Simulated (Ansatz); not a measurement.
One crystal and one scan (scan of one atom of the cell) at two levels, PBE (plane waves to 420 eV, PAW, scalar-relativistic; Ansatz, an electronic-structure program) and r2SCAN (plane waves to 500 eV, PAW, scalar-relativistic; Ansatz), each from its own relaxed cell and on its own mesh.

The crystal is CdSe (zinc blende); one Se atom of a 4-atom cell moves by s along Cartesian [110], with its periodic images.

E stands for the smeared free energy. CdSe was relaxed with its symmetry unable to fall.

| quantity | run 1 | run 2 |
|---|---|---|
| Lattice constant a (Å) | 6.133 | 6.196 |
| Band gap of the relaxed cell, no spin-orbit coupling (eV) | 1.04 | 0.49 |
| Force constant k = d²E/ds² at s = 0 (finite differences) (eV/Å²) | 5.09 | 4.58 |

Q: Which run is which level?

A: Run 2 is PBE, run 1 is r2SCAN. PBE gives the higher value for: lattice constant a. PBE gives the lower value for: band gap of the relaxed cell, no spin-orbit coupling; force constant k = d²E/ds² at s = 0. Both give the same shape of the curve: a single well with its minimum at or next to zero displacement. Neither level is exact: the differences show how much the result hangs on the functional.

(For displaced atoms, the force is minus the slope of the energy, and its curvature is a force constant, which sets phonon frequencies.)
